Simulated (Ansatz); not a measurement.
With plane-wave PAW r²SCAN (Ansatz code), SiGe in the orthorhombic phase (Pmma; Si on 2e, Ge on 2f) relaxes to a = 3.923 Å, b = 3.928 Å, c = 5.542 Å. Si has 4 nearest neighbours from 2.37 Å (tetrahedral); Ge has 4 nearest neighbours from 2.40 Å (tetrahedral). Its formation energy from the elements is 0.010 eV/atom, with no fitted shifts.

It is gapped at this level: 0.58 eV (indirect). HSE06 on the same cell gives 0.92 eV. Gap from r²SCAN with spin–orbit coupling: 0.54 eV. The electron mass is 0.30, 0.42, 0.68 mₑ (principal values). The hole mass is 0.067, 0.23, 1.9 mₑ (principal values).

The bulk modulus is 84.6 GPa. The elastic constants imply a Debye temperature near 475 K. Bader charges are Si +0.19, Ge -0.19 e.

The start of the workflow was typed in or built on a structure type; neither database checked (COD, Materials Project) lists it. Its standing as an ambient phase is unchecked. The cell was relaxed with r²SCAN under the symmetry of its start; whether a distortion lowers the energy is not shown. The references are the lowest solids computed at this level, not always the standard phases. Spin–orbit coupling is left out wherever it is not named.

Potentials: the earlier of the program's two PAW sets.
